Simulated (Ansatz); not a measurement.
LaOF in space group R-3m (No. 166; La on 6c, O on 6c, F on 6c) at seven volumes, r²SCAN (plane waves, PAW; program Ansatz), shape and atoms relaxed at each. One row is withheld.

```csv
V (Å³/atom),P (GPa)
14.512,?
14.991,8.57
15.469,3.91
15.948,0.00
16.426,-3.24
16.904,-5.87
17.383,-7.77
```

Task: Fit the shown pressures and predict the withheld one.

Result: Third-order Birch–Murnaghan: P = (3/2)B₀(x^(7/2) − x^(5/2))[1 + (3/4)(B′ − 4)(x − 1)] with x = (V₀/V)^(2/3). Least squares on the six rows gives V₀ = 15.942 Å³/atom, B₀ = 116.9 GPa, B′ = 5.86. At V = 14.512, x = 1.0647 and P = 14.46 GPa. The run itself gave 14.09 GPa.

The workflow started from a Materials Project entry (that database holds measured and hypothetical structures alike); the Crystallography Open Database files this formula in space group No. 166, but the cells were not matched. Whether it is the stable phase at ambient conditions was not checked. Symmetry was held in the r²SCAN relaxation; whether a distortion lowers the energy is not shown. Spin–orbit coupling is left out wherever it is not named.

Potentials: the later of the program's two PAW sets.
